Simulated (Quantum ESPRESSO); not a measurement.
One change at a time to AlHf4Ta2W

All numbers below are calculated, not measured. They come from Quantum ESPRESSO 7.5, a public plane-wave density functional program. Each row is one single-point run on a made-up periodic cell of eight metal atoms, with elements, volume, strain and displacements drawn at random and not relaxed, so a cell may be unstable or far from any real phase. There is no spin polarisation or spin-orbit coupling.

Settings: PBE unless stated; PseudoDojo standard norm-conserving files; Fermi-Dirac width 0.25 eV, which means electrons at about 2900 K; cutoff 1007 eV; 7 x 3 x 3 k mesh shifted half a step off Gamma. E is the free energy of the whole cell (internal energy minus TS), so a -TS column is already part of it. Stress is positive in tension, and the pressure P is minus a third of its trace.

Checks: one run of this series was repeated at a higher cutoff and on a denser mesh, which moved values by no more than 0.007 eV, 0.03 GPa and 0.006 eV/Å, and a second program with other atomic files agreed on it to 2 % rms in force and 0.5 GPa in pressure. Known limits: the tin pseudopotential is less sure than most, with forces differing by about three percent from a second method on plain tin; heavy elements are run without spin-orbit coupling, which real alloys of them have; a spin test at this wide smearing found no moment, but such smearing suppresses magnetism that the real alloy may have.

The lattice is hexagonal close-packed, and the cell vectors in Å are (-3.104, 0.050, -0.001); (-0.088, 5.338, -5.050); (0.085, -5.346, -5.059), a volume of 167.58 Å³ in run 1. The elements on sites 1 to 8 are W Ta Al Ta Hf Hf Hf Hf. Each later run makes one change to run 1 and keeps the rest. E is counted from run 1, and is n/a where other atomic files have another zero of energy.

| run | change | V (Å³) | P (GPa) | -TS (eV) | rms force (eV/Å) | largest change of a force component (eV/Å) | E (eV) |
|---|---|---|---|---|---|---|---|
| 1 | none | 167.58 | -6.35 | -1.974 | 0.437 | 0.000 | 0.000 |
| 2 | sites 4 and 7 exchanged | 167.58 | -6.46 | -1.980 | 0.439 | 0.819 | 0.179 |
| 3 | all lengths scaled by +0.68 % | 171.02 | -8.57 | -2.011 | 0.421 | 0.066 | ? |
| 4 | PBEsol in place of PBE | 167.58 | -10.70 | -1.986 | 0.427 | 0.108 | n/a |
| 5 | Sn on site 1 | 167.58 | -1.88 | -1.571 | 0.452 | 1.026 | n/a |
| 6 | site 4 moved by -0.13 Å along y | 167.58 | -6.41 | -1.968 | 0.384 | 0.664 | -0.040 |

## Worked estimate

Along a uniform scaling dE = -P dV. The mean of the two pressures is -7.460 GPa and the volume changes by 3.44 Å³, with 160.2 GPa to one eV/Å³. The same two rows give -V dP/dV = 109 GPa for this cell with clamped atoms, which is not the bulk modulus of a real alloy.

## Withheld value

Question: what E should run 3 give?

The estimate is 0.160 eV. The calculation gave 0.160 eV.
